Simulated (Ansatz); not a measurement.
Here is the system:

Zr₂InN:
```cif
data_In2N2Zr4
_chemical_formula_sum 'Zr4 In2 N2'
_space_group_name_H-M_alt 'P 1'
_space_group_IT_number 1
_cell_length_a 3.29181
_cell_length_b 3.29181
_cell_length_c 14.89579
_cell_angle_alpha 90.000
_cell_angle_beta 90.000
_cell_angle_gamma 120.000
loop_
_space_group_symop_operation_xyz
  'x, y, z'
loop_
_atom_site_label
_atom_site_type_symbol
_atom_site_fract_x
_atom_site_fract_y
_atom_site_fract_z
_atom_site_occupancy
Zr1 Zr 0.66667 0.33333 0.91604 1
Zr2 Zr 0.33333 0.66667 0.08396 1
Zr3 Zr 0.33333 0.66667 0.41604 1
Zr4 Zr 0.66667 0.33333 0.58396 1
In1 In 0.66667 0.33333 0.25000 1
In2 In 0.33333 0.66667 0.75000 1
N1 N 0.00000 0.00000 0.00000 1
N2 N 0.00000 0.00000 0.50000 1
```

This is the r²SCAN-relaxed structure.

Problem. All from DFT-r²SCAN in the program Ansatz with PAW potentials, unless another level is named. Estimate the electronic character.

Solution. metallic (no gap).

Problem. Give the density of states at the Fermi level.

Solution. 0.40 states/eV per atom (mean over ±0.08 eV).

Problem. And the formation energy from the elements (no fitted shifts)?

Solution. -1.22 eV/atom.

Space group P6_3/mmc. The workflow started from a Materials Project entry (that database holds measured and hypothetical structures alike); the Crystallography Open Database copy checked does not list it. Its standing as an ambient phase is unchecked. The cell was relaxed with r²SCAN under the symmetry of its start; its stability against distortions is not shown here. No spin polarisation was allowed. The references are the lowest solids computed at this level, not always the standard phases (solids in place of the gases). Spin–orbit coupling is left out wherever it is not named.

Potentials: the later of the program's two PAW sets.
